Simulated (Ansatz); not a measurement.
The start is a generated trial cell of GaSb in the zincblende structure type. The cell and all atomic positions are relaxed at zero pressure with PBEsol (plane waves to 420 eV, PAW, scalar-relativistic; Ansatz, a first-principles code). First-step values are on the input's coarse k-mesh.

Ansatz input (later rounds restart from its end on a renewed k-mesh):
Ansatz 0.2 input:
```yaml
crystal:
  lattice:
    - [0, 3.066221, 3.066221]
    - [3.066221, 0, 3.066221]
    - [3.066221, 3.066221, 0]
  atoms:
    - { symbol: Sb, position: [0.75, 0.75, 0.75] }
    - { symbol: Ga, position: [0, 0, 0] }
basis: { ecutwfc: 420, ecutrho_ratio: 4, xc_grid: 2, fft_grid_basis: typed }
kpoints: { mp_grid: { grid: [9, 9, 9] } }
hamiltonian:
  xc: pbesol
  dispersion: none
  pseudopotentials: { kind: paw }
scf: { occupations: { method: fermi_dirac, width: 0.05 } }
relax: { f_tol: 0.01, max_steps: 100, cell: { stress_tol: 0.02 } }
output: { forces: true, stress: true }
```

| Quantity | Value |
|---|---|
| Energy released | under 0.01 eV/atom |
| Volume change | -1.0 %, from 28.83 to 28.53 Å³/atom |
| Band gap at the end | zero (the bands touch at this level, without spin-orbit coupling). The gap comes from the SCF mesh and the high-symmetry points alone |
| Optimiser moves | 2 |

Final values are on a 13×13×13 k-mesh of the relaxed cell. No spin polarisation in the result. Without spin-orbit coupling the bands of the heavy element are not split, so the gap can be far off.

The run could not lose the symmetry of its start.

All atoms sit on sites fixed by symmetry, so only the cell could relax.
